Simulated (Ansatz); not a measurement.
Relaxed Ga2O3 (corundum):

```xyz
10
Lattice="2.5288 1.4600 4.5411 -2.5288 1.4600 4.5411 0.0000 -2.9201 4.5411" Properties=species:S:1:pos:R:3 pbc="T T T"
Ga     0.0000     0.0000     4.8477
Ga     0.0000     0.0000     1.9639
Ga     0.0000     0.0000     8.7754
Ga     0.0000     0.0000    11.6593
O     -0.9957     1.4600     7.9468
O     -0.7666    -1.5923     7.9468
O      1.7623     0.1323     7.9468
O      0.9957    -1.4600     5.6763
O      0.7666     1.5923     5.6763
O     -1.7623    -0.1323     5.6763
```

The atoms are displaced by Q × the pattern below (from a DFPT mode at Γ, largest move 1; Q in Å), at fixed cell. It is one choice among 2 degenerate patterns.

| atom | x | y | z |
|---|---|---|---|
| Ga1 | -0.052 | 0.171 | 0.000 |
| Ga2 | 0.052 | 0.171 | 0.000 |
| Ga3 | -0.052 | 0.171 | 0.000 |
| Ga4 | 0.052 | 0.171 | 0.000 |
| O5 | 0.000 | -0.427 | 0.904 |
| O6 | 0.060 | -0.531 | -0.452 |
| O7 | -0.060 | -0.531 | -0.452 |
| O8 | 0.000 | -0.427 | 0.904 |
| O9 | 0.060 | -0.531 | -0.452 |
| O10 | -0.060 | -0.531 | -0.452 |

Method: PBE (plane waves to 420 eV, PAW, scalar-relativistic; Ansatz, a quantum-chemistry and plane-wave program). k mesh 8×8×8 (Γ-centred), Fermi-Dirac smearing 0.05 eV. E stands for the smeared free energy. Stress and pressure are positive under compression. Ga2O3 was relaxed with its symmetry unable to fall. The zero of ΔE is the undisplaced structure.

```csv
Q (Å),ΔE (meV/cell),−dE/dQ from forces (eV/Å),P (GPa)
-0.180,829,9.598,5.24
-0.150,568,7.801,3.63
-0.120,(withheld),6.111,2.32
-0.090,201,4.507,1.30
-0.060,89,2.968,0.58
-0.030,(withheld),1.473,0.15
0.000,0,0.000,0.01
0.030,(withheld),-1.473,0.15
0.060,89,-2.968,0.58
0.090,201,-4.507,1.30
0.120,(withheld),-6.111,2.32
0.150,568,-7.801,3.63
0.180,829,-9.598,5.24
```

Q: Fill in the missing entries.

A: 
- -0.120, ΔE (meV/cell): 360
- -0.030, ΔE (meV/cell): 22
- 0.030, ΔE (meV/cell): 22
- 0.120, ΔE (meV/cell): 360

(A displaced cell: forces are minus the slopes of the energy, force constants its curvatures, and phonons follow from these.)
